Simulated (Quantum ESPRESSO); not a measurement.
**How NMR parameters follow strain in SiO2 (P3₁21)**

```xyz
9
Lattice="4.9150 0.0000 0.0000 -2.4575 4.2565 0.0000 0.0000 0.0000 5.4313" Properties=species:S:1:pos:R:3 pbc="T T T"
Si     1.3051     2.2606     0.0000
Si     2.3047     0.0000     1.8104
Si    -1.1523     1.9959     3.6209
O      0.3073     1.7596     4.2630
O      0.7800     3.6428     0.6421
O     -1.0873     3.1106     2.4525
O      1.3702     1.1459     1.1683
O      2.7648     2.4969     4.7892
O      3.2375     0.6137     2.9788
```
The geometry is a computed Materials Project entry, not a measured one. It is SiO2 in P3₁21. Stability against distortions was not tested. Forces on the atoms reach 0.13 eV/Å at this level.

Isotropic strain: all lattice vectors are scaled together, so the volume changes by about three times as much; fractional positions kept.

Method: shieldings by PBE GIPAW on JTH datasets (Quantum ESPRESSO, modified build), 22.5 Ha, k-mesh 3×3×3 shifted, f-sum rule met within 0.004 %. Values are those of the named site's first atom. Shieldings are absolute and leave out the bulk-susceptibility term; a larger σ means a smaller chemical shift. By our sweeps, such settings leave a few ppm in absolute σ. No d partial waves on Si: the paramagnetic term there is incompletely reconstructed. Static lattice: thermal averaging is not included.

```
lattice scale factor  σ_iso O (ppm)
--------------------  -------------
0.98                          216.0
1                             211.4
1.02                          204.8
```
